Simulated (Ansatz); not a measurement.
# How well defined is a computed U? GdN by linear response

```xyz
2
Lattice="0.0000 2.4995 2.4995 2.4995 0.0000 2.4995 2.4995 2.4995 0.0000" Properties=species:S:1:pos:R:3 pbc="T T T"
Gd    2.4995    2.4995    2.4995
N     0.0000    0.0000    0.0000
```

Ansatz 0.2.0, plane waves and PAW, scalar-relativistic (no spin–orbit coupling), 8×8×8 k-mesh, space group Fm-3m; spin: collinear, parallel start. U acts on the Gd 4f shell and is computed by perturbation theory on the q mesh given, once.

Problem. What U results, and how much does the protocol matter?

Solution. 
```json
{"functional": "PBE", "mode": "one shot", "start": "U = 0", "q mesh": "2×2×2", "projectors": "all electron orthogonalised atomic", "cutoff (eV)": "420", "U (eV)": "Gd 4f: 5.84", "occupation in the last response cycle": "7.09", "gap with U": "zero (metallic on this mesh)", "largest moment with U (μB)": "6.93"}
{"functional": "PBE", "mode": "one shot", "start": "U = 0", "q mesh": "1×1×1", "projectors": "all electron orthogonalised atomic", "cutoff (eV)": "420", "U (eV)": "Gd 4f: 4.41", "occupation in the last response cycle": "7.09", "gap with U": "zero (metallic on this mesh)", "largest moment with U (μB)": "6.93"}
{"functional": "PBE", "mode": "one shot", "start": "U = 0", "q mesh": "2×2×2", "projectors": "all electron atomic", "cutoff (eV)": "420", "U (eV)": "Gd 4f: 4.49", "occupation in the last response cycle": "7.13", "gap with U": "zero (metallic on this mesh)", "largest moment with U (μB)": "6.93"}
```

U is the difference of the inverse responses of the shell's occupation to a shift of its level, χ0⁻¹ − χ⁻¹. For the run that gives 4.49 eV: 1/(-0.07368) − 1/(-0.05533) = -13.57 + 18.07 = 4.50 eV (rounding, and the run's inverting the responses of all sites together, shift the last digit). χ0 is the response at fixed potentials; the self-consistent χ is smaller in size, because the electrons' repulsion opposes the change. With all else alike, changing the q mesh from 2×2×2 to 1×1×1 moves U by -1.43 eV; changing the projectors from all electron orthogonalised atomic to all electron atomic moves U by -1.35 eV. The values for Gd 4f spread over 1.4 eV, so a U holds for its own projectors and protocol alone. Of 5 runs of this kind 2 are left out: 2 are in doubt (a U out of range, a response too weak to invert, a state that may not be the lowest or a known fault).

Caveats: U still moves with the q mesh, and no finer one shows it settled; filled bands differ between k-points; near a full or half-full shell U depends strongly on the state from which it is measured; only parallel moments were run, and the real order may differ.
